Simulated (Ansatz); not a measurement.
InMo3C (anti-perovskite, Pm-3m) at seven volumes, plane-wave PAW PBE (Ansatz code), scaled uniformly. One row is withheld.

| V (Å³/atom) | P (GPa) |
|---|---|
| 13.621 | ? |
| 14.070 | 15.80 |
| 14.519 | 7.26 |
| 14.968 | 0.00 |
| 15.417 | -6.16 |
| 15.866 | -11.39 |
| 16.316 | -15.82 |

Fit the shown pressures and predict the withheld one.

Third-order Birch–Murnaghan: P = (3/2)B₀(x^(7/2) − x^(5/2))[1 + (3/4)(B′ − 4)(x − 1)] with x = (V₀/V)^(2/3). Least squares on the six rows gives V₀ = 14.968 Å³/atom, B₀ = 222.4 GPa, B′ = 4.47. At V = 13.621, x = 1.0649 and P = 25.91 GPa. The run itself gave 25.85 GPa.

The start of the workflow was typed in or built on a structure type; neither database checked (COD, Materials Project) lists it. Whether it is the stable phase at ambient conditions was not checked. The cell was relaxed with PBE under the symmetry of its start; its stability against distortions is not shown here. The run is not spin-polarised. Its formation energy is positive at this level, so the cell may be metastable or incomplete.

Potentials: the earlier of the program's two PAW sets.
